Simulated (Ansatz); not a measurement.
Geometry optimisation in Ansatz: input, command and trajectory.

```yaml
crystal:
  lattice:
    - [2.9640733346, 0.0, 0.0]
    - [-1.4820366673, 2.5669628064, 0.0]
    - [0.0, 0.0, 13.2657827561]
  atoms:
    - { symbol: Sn, position: [0.0, 0.0, 0.5] }
    - { symbol: Sn, position: [0.0, 0.0, 0.0] }
    - { symbol: Ru, position: [0.3333333333, 0.6666666667, 0.75] }
    - { symbol: Ru, position: [0.6666666667, 0.3333333333, 0.25] }
    - { symbol: C, position: [0.3333333333, 0.6666666667, 0.414] }
    - { symbol: C, position: [0.6666666667, 0.3333333333, 0.914] }
    - { symbol: C, position: [0.6666666667, 0.3333333333, 0.586] }
    - { symbol: C, position: [0.3333333333, 0.6666666667, 0.086] }
basis:
  ecutwfc: 420
kpoints:
  mp_grid: { grid: [6, 6, 2] }
hamiltonian:
  xc: pbe
scf:
  occupations: { method: gaussian, width: 0.1 }
  lower_state_search: "off"
output:
  forces: true
  stress: true
  eigenvalues: true
relax:
  adjacent_minimum: "off"
  f_tol: 0.04
  max_steps: 70
  cell: { stress_tol: 0.4 }
```

```bash
ansatz run input.yaml --threads 1 --pin off --max-ram 2560MiB --backend cpu --events-out ev --progress --plain --runs-dir out
```

Theory: DFT PBE, scalar-relativistic, plane waves, PAW in Ansatz.

Of 12 frames 10 are shown, positions in Å and forces in eV/Å; the SCF threshold varies from step to step. Steps run on the plane waves of an earlier cell, with a Pulay correction in the pressure. The basis is chosen afresh for the last frame, the zero of the energies, and at times for earlier ones too; energy and pressure step there, also at an unchanged geometry. Here that happened at step 12 (-3 meV/atom, 0.1 GPa); the frames before carry an error of that size.

```xyz
8
Lattice="2.9641 0.0000 0.0000 -1.4820 2.5670 0.0000 0.0000 0.0000 13.2658" Properties=species:S:1:pos:R:3:forces:R:3 pbc="T T T" step=1 free_energy_over_end_meV_per_atom=1542.39 pressure_GPa=23.71
Sn    0.0000    0.0000    6.6329    0.0000    0.0000    0.0000
Sn    0.0000    0.0000    0.0000    0.0000    0.0000    0.0000
Ru    0.0000    1.7113    9.9493    0.0000    0.0000    0.0000
Ru    1.4820    0.8557    3.3164    0.0000    0.0000    0.0000
C     0.0000    1.7113    5.4920    0.0000    0.0000   -6.3402
C     1.4820    0.8557   12.1249    0.0000    0.0000   -6.3402
C     1.4820    0.8557    7.7737    0.0000    0.0000    6.3402
C     0.0000    1.7113    1.1409    0.0000    0.0000    6.3402
8
Lattice="3.0494 0.0000 0.0000 -1.5247 2.6409 0.0000 0.0000 0.0000 12.6189" Properties=species:S:1:pos:R:3:forces:R:3 pbc="T T T" step=2 free_energy_over_end_meV_per_atom=897.43 pressure_GPa=1.40
Sn    0.0000    0.0000    6.3095    0.0000    0.0000    0.0000
Sn    0.0000    0.0000    0.0000    0.0000    0.0000    0.0000
Ru    0.0000    1.7606    9.4642    0.0000    0.0000    0.0000
Ru    1.5247    0.8803    3.1547    0.0000    0.0000    0.0000
C     0.0000    1.7606    5.0584    0.0000    0.0000   -4.6669
C     1.5247    0.8803   11.3679    0.0000    0.0000   -4.6669
C     1.5247    0.8803    7.5605    0.0000    0.0000    4.6669
C     0.0000    1.7606    1.2510    0.0000    0.0000    4.6669
8
Lattice="3.0486 0.0000 0.0000 -1.5243 2.6402 0.0000 0.0000 0.0000 11.9649" Properties=species:S:1:pos:R:3:forces:R:3 pbc="T T T" step=3 free_energy_over_end_meV_per_atom=438.95 pressure_GPa=-0.20
Sn    0.0000    0.0000    5.9824    0.0000    0.0000    0.0000
Sn    0.0000    0.0000    0.0000    0.0000    0.0000    0.0000
Ru    0.0000    1.7601    8.9737    0.0000    0.0000    0.0000
Ru    1.5243    0.8801    2.9912    0.0000    0.0000    0.0000
C     0.0000    1.7601    4.6264    0.0000    0.0000   -3.6877
C     1.5243    0.8801   10.6088    0.0000    0.0000   -3.6877
C     1.5243    0.8801    7.3385    0.0000    0.0000    3.6877
C     0.0000    1.7601    1.3561    0.0000    0.0000    3.6877
8
Lattice="3.0695 0.0000 0.0000 -1.5348 2.6583 0.0000 0.0000 0.0000 11.1552" Properties=species:S:1:pos:R:3:forces:R:3 pbc="T T T" step=5 free_energy_over_end_meV_per_atom=46.31 pressure_GPa=13.21
Sn    0.0000    0.0000    5.5776    0.0000    0.0000    0.0000
Sn    0.0000    0.0000    0.0000    0.0000    0.0000    0.0000
Ru    0.0000    1.7722    8.3664    0.0000    0.0000    0.0000
Ru    1.5348    0.8861    2.7888    0.0000    0.0000    0.0000
C     0.0000    1.7722    3.9941    0.0000    0.0000   -0.3935
C     1.5348    0.8861    9.5717    0.0000    0.0000   -0.3935
C     1.5348    0.8861    7.1611    0.0000    0.0000    0.3935
C     0.0000    1.7722    1.5835    0.0000    0.0000    0.3935
8
Lattice="3.1403 0.0000 0.0000 -1.5701 2.7195 0.0000 0.0000 0.0000 11.2214" Properties=species:S:1:pos:R:3:forces:R:3 pbc="T T T" step=6 free_energy_over_end_meV_per_atom=13.00 pressure_GPa=3.09
Sn    0.0000    0.0000    5.6107    0.0000    0.0000    0.0000
Sn    0.0000    0.0000    0.0000    0.0000    0.0000    0.0000
Ru    0.0000    1.8130    8.4160    0.0000    0.0000    0.0000
Ru    1.5701    0.9065    2.8053    0.0000    0.0000    0.0000
C     0.0000    1.8130    3.9710    0.0000    0.0000   -0.2492
C     1.5701    0.9065    9.5817    0.0000    0.0000   -0.2492
C     1.5701    0.9065    7.2503    0.0000    0.0000    0.2492
C     0.0000    1.8130    1.6397    0.0000    0.0000    0.2492
8
Lattice="3.1500 0.0000 0.0000 -1.5750 2.7280 0.0000 0.0000 0.0000 11.4075" Properties=species:S:1:pos:R:3:forces:R:3 pbc="T T T" step=7 free_energy_over_end_meV_per_atom=6.16 pressure_GPa=0.30
Sn    0.0000    0.0000    5.7038    0.0000    0.0000    0.0000
Sn    0.0000    0.0000    0.0000    0.0000    0.0000    0.0000
Ru    0.0000    1.8186    8.5557    0.0000    0.0000    0.0000
Ru    1.5750    0.9093    2.8519    0.0000    0.0000    0.0000
C     0.0000    1.8186    4.0000    0.0000    0.0000   -0.1340
C     1.5750    0.9093    9.7038    0.0000    0.0000   -0.1340
C     1.5750    0.9093    7.4075    0.0000    0.0000    0.1340
C     0.0000    1.8186    1.7037    0.0000    0.0000    0.1340
8
Lattice="3.1500 0.0000 0.0000 -1.5750 2.7280 0.0000 0.0000 0.0000 11.4907" Properties=species:S:1:pos:R:3:forces:R:3 pbc="T T T" step=8 free_energy_over_end_meV_per_atom=4.96 pressure_GPa=0.35
Sn    0.0000    0.0000    5.7454    0.0000    0.0000    0.0000
Sn    0.0000    0.0000    0.0000    0.0000    0.0000    0.0000
Ru    0.0000    1.8186    8.6180    0.0000    0.0000    0.0000
Ru    1.5750    0.9093    2.8727    0.0000    0.0000    0.0000
C     0.0000    1.8186    4.0041    0.0000    0.0000   -0.0584
C     1.5750    0.9093    9.7494    0.0000    0.0000   -0.0584
C     1.5750    0.9093    7.4867    0.0000    0.0000    0.0584
C     0.0000    1.8186    1.7413    0.0000    0.0000    0.0584
8
Lattice="3.1874 0.0000 0.0000 -1.5937 2.7603 0.0000 0.0000 0.0000 11.5487" Properties=species:S:1:pos:R:3:forces:R:3 pbc="T T T" step=10 free_energy_over_end_meV_per_atom=3.85 pressure_GPa=-0.50
Sn    0.0000    0.0000    5.7744    0.0000    0.0000    0.0000
Sn    0.0000    0.0000    0.0000    0.0000    0.0000    0.0000
Ru    0.0000    1.8402    8.6615    0.0000    0.0000    0.0000
Ru    1.5937    0.9201    2.8872    0.0000    0.0000    0.0000
C     0.0000    1.8402    3.9437    0.0000    0.0000    0.0716
C     1.5937    0.9201    9.7180    0.0000    0.0000    0.0716
C     1.5937    0.9201    7.6051    0.0000    0.0000   -0.0716
C     0.0000    1.8402    1.8307    0.0000    0.0000   -0.0716
8
Lattice="3.1752 0.0000 0.0000 -1.5876 2.7498 0.0000 0.0000 0.0000 11.5268" Properties=species:S:1:pos:R:3:forces:R:3 pbc="T T T" step=11 free_energy_over_end_meV_per_atom=2.95 pressure_GPa=-0.03
Sn    0.0000    0.0000    5.7634    0.0000    0.0000    0.0000
Sn    0.0000    0.0000    0.0000    0.0000    0.0000    0.0000
Ru    0.0000    1.8332    8.6451    0.0000    0.0000    0.0000
Ru    1.5876    0.9166    2.8817    0.0000    0.0000    0.0000
C     0.0000    1.8332    3.9607    0.0000    0.0000   -0.0029
C     1.5876    0.9166    9.7241    0.0000    0.0000   -0.0029
C     1.5876    0.9166    7.5661    0.0000    0.0000    0.0029
C     0.0000    1.8332    1.8027    0.0000    0.0000    0.0029
8
Lattice="3.1752 0.0000 0.0000 -1.5876 2.7498 0.0000 0.0000 0.0000 11.5268" Properties=species:S:1:pos:R:3:forces:R:3 pbc="T T T" step=12 free_energy_over_end_meV_per_atom=0.00 pressure_GPa=0.08
Sn    0.0000    0.0000    5.7634    0.0000    0.0000    0.0000
Sn    0.0000    0.0000    0.0000    0.0000    0.0000    0.0000
Ru    0.0000    1.8332    8.6451    0.0000    0.0000    0.0000
Ru    1.5876    0.9166    2.8817    0.0000    0.0000    0.0000
C     0.0000    1.8332    3.9607    0.0000    0.0000   -0.0034
C     1.5876    0.9166    9.7241    0.0000    0.0000   -0.0034
C     1.5876    0.9166    7.5661    0.0000    0.0000    0.0034
C     0.0000    1.8332    1.8027    0.0000    0.0000    0.0034
```

The start puts this composition into another compound's structure type, which needn't suit it. At the end the space group is P6_3/mmc (tolerance 0.05 Å).

Time: 57 s on 1 thread of Arm Neoverse V1 (shared host), peak memory 0.4 GiB.

The k mesh is coarse.